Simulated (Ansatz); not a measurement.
# Calculated ²⁵Mg NMR of the central transition for Mg7SiN6

Cell: a Materials Project structure (computed, not necessarily an observed phase), taken as it stands.

```cif
data_Mg7SiN6
_symmetry_space_group_name_H-M 'Ibam'
_symmetry_Int_Tables_number 72
_cell_length_a 5.4958
_cell_length_b 10.2897
_cell_length_c 11.5142
_cell_angle_alpha 90.000
_cell_angle_beta 90.000
_cell_angle_gamma 90.000
loop_
_atom_site_label
_atom_site_type_symbol
_atom_site_symmetry_multiplicity
_atom_site_Wyckoff_symbol
_atom_site_fract_x
_atom_site_fract_y
_atom_site_fract_z
Mg1 Mg 8 j 0.2187 0.4579 0.5000
Mg5 Mg 16 k 0.3948 0.2711 0.1200
Mg13 Mg 4 b 0.0000 0.5000 0.2500
Si Si 4 a 0.0000 0.0000 0.7500
N17 N 16 k 0.3063 0.3948 0.3280
N25 N 8 j 0.1292 0.3445 0.0000
```

One atom of each set is listed; the run and its k-mesh use a cell of 28 atoms with edges of 8.20, 8.20, 8.20 Å.

The numbers come from a DFT calculation in Ansatz (r2SCAN, plane waves and PAW, scalar-relativistic, 500 eV cutoff, Γ-centred 6×6×6 k-points, Fermi–Dirac smearing 0.02 eV).

²⁵Mg has I = 5/2 and Q = 199.4 mb (Pyykkö 2018); at 16.4 T its Larmor frequency is ν₀ = 42.8 MHz. Only the quadrupole interaction is simulated: positions count from each site's isotropic chemical shift, and shift anisotropy, dipolar and J coupling are left out.

Q: What does the ²⁵Mg spectrum (static powder) show for each site?

A: 

```json
{"site": "Mg1", "first shell": "4 N at 2.09–2.24 Å; also 1 N at 3.22 Å", "C_Q (MHz)": "11.7", "η": "0.24", "P_Q (MHz)": "11.8", "δ_QIS (ppm)": "-460", "breadth (kHz)": "122"}
{"site": "Mg5", "first shell": "4 N at 2.12–2.23 Å; also 1 N at 2.76 Å", "C_Q (MHz)": "-8.42", "η": "0.76", "P_Q (MHz)": "9.18", "δ_QIS (ppm)": "-276", "breadth (kHz)": "87.3"}
{"site": "Mg13", "first shell": "4 N at 2.19 Å", "C_Q (MHz)": "-11.1", "η": "0.51", "P_Q (MHz)": "11.5", "δ_QIS (ppm)": "-436", "breadth (kHz)": "130"}
```

δ_QIS = −(ν_Q²/30ν₀²)[I(I+1) − 3/4](1 + η²/3) × 10⁶ ppm with ν_Q = 3|C_Q|/[2I(2I−1)]; it falls as 1/B₀² in ppm, and the breadth as 1/B₀ in kHz.
